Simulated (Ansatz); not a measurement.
# Data sheet: TaAl (DFT)

TaAl:
```cif
data_AlTa
_chemical_formula_sum 'Ta1 Al1'
_space_group_name_H-M_alt 'P4/mmm'
_space_group_IT_number 123
_space_group_name_Hall '-P 4 2'
_cell_length_a 2.80712
_cell_length_b 2.80712
_cell_length_c 4.15543
_cell_angle_alpha 90.000
_cell_angle_beta 90.000
_cell_angle_gamma 90.000
loop_
_atom_site_label
_atom_site_type_symbol
_atom_site_symmetry_multiplicity
_atom_site_Wyckoff_symbol
_atom_site_fract_x
_atom_site_fract_y
_atom_site_fract_z
_atom_site_occupancy
Ta1 Ta 1 a 0.00000 0.00000 0.00000 1
Al1 Al 1 d 0.50000 0.50000 0.50000 1
```

Space group P4/mmm (No. 123), L1₀ or tetragonal B2; conventional cell a = b = 2.8071 Å, c = 4.1554 Å, α = β = γ = 90.00°.

Method: the program Ansatz at the PBEsol level (PAW). The cell and atoms are relaxed at this level. Other levels are named where they apply.

**Cell and energy**

Volume per atom: 16.37 Å³
Density: 10.54 g/cm³
Formation energy from the elements (no fitted shifts): -0.22 eV/atom

**Electronic structure**

- Electronic character = metallic (no gap)
- Density of states at the Fermi level = 0.26 states/eV per atom (mean over ±0.08 eV)
- Gap with spin–orbit coupling = none (metallic)

**Mechanics**

- Bulk modulus (Birch–Murnaghan fit): 165 GPa
- Pressure derivative B′: 4.0

**Phonons**

Highest zone-centre frequency: 304 cm⁻¹
Zone-centre stability: no imaginary mode at Γ

The start of the workflow was typed in or built on a structure type; neither database checked (COD, Materials Project) lists it. Whether it is the stable phase at ambient conditions was not checked. The cell was relaxed with PBEsol under the symmetry of its start. No spin polarisation was allowed. As this level gives no gap, phonon frequencies hold no LO–TO term and depend on the k-mesh and smearing (Fermi–Dirac, 0.1 eV here). Axis ratios of metals converge slowly with the k-mesh, so a and c are less sure than the volume. The references are the lowest solids computed at this level, not always the standard phases. Spin–orbit coupling is left out wherever it is not named.

Potentials: the earlier of the program's two PAW sets. The files were generated under PBE; for other functionals the program regenerates the frozen cores, and for LDA and PBEsol the local potential too.
